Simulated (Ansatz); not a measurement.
LaAlSi in space group I4_1md (No. 109; La on 4a, Al on 4a, Si on 4a), the program Ansatz at the PBE level (PAW), all energies at zero smearing, with the estimated change up to a 700 eV cutoff added, with one set of potentials and settings (totals compare only within such a set). Cell of 6 atoms (2 La, 2 Al, 2 Si): -14851.324 eV.

```
element                reference phase  E (eV/atom)
-------  -----------------------------  -----------
La       P6_3/mmc, 4 atoms in the cell   -6250.3045
Al          Fm-3m, 1 atoms in the cell    -537.5055
Si          Fd-3m, 2 atoms in the cell    -635.8114
```

Formation energy per atom, worked out: (-14851.324 − 2×(-6250.3045) − 2×(-537.5055) − 2×(-635.8114))/6 = -0.680 eV/atom (-66 kJ per mol of atoms), at 0 K, without zero-point energy or fitted corrections.

The workflow started from a Materials Project entry (that database holds measured and hypothetical structures alike); the Crystallography Open Database copy checked does not list it. With Al and Si taken as one species the cell has the higher symmetry I4_1/amd, so it may be an ordered model of a mixed-site phase. Its standing as an ambient phase is unchecked. Symmetry was held in the PBE relaxation; whether a distortion lowers the energy is not shown. The references are the lowest solids computed at this level, not always the standard phases. Scalar-relativistic: spin–orbit coupling is off unless named, which matters more the heavier the elements.

Potentials: the earlier of the program's two PAW sets.
